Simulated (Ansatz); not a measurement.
A distorted cell of W (bcc, W type):

```
W
1.0
   -1.51392     1.51392     1.51392
    1.51392    -1.51392     1.51392
    1.51392     1.51392    -1.51392
W
1
Direct
  0.00000   0.00000   0.00000
```

Computed with r2SCAN (plane waves to 500 eV, PAW, scalar-relativistic; Ansatz, a first-principles code). k mesh 21×21×21 (Γ-centred), Fermi-Dirac smearing 0.05 eV. E stands for the smeared free energy. Stress and pressure are positive under compression. Spin-orbit coupling is left out, though W is heavy. W is run without spin polarisation. W was relaxed with its symmetry unable to fall.

Task: What is the stress tensor (GPa)?

Result: 
```
   57.6      0.0      0.0
    0.0     57.6      0.0
    0.0      0.0     57.6
```
The pressure, a third of the trace, is 57.6 GPa.

Task: It is the relaxed cell scaled evenly to V/V₀ = 0.872, atoms relaxed where free. What is its energy relative to the relaxed cell?

Result: 326 meV/atom.

(A scan under strain: stresses follow from slopes of the energy per volume, elastic moduli from its curvatures.)
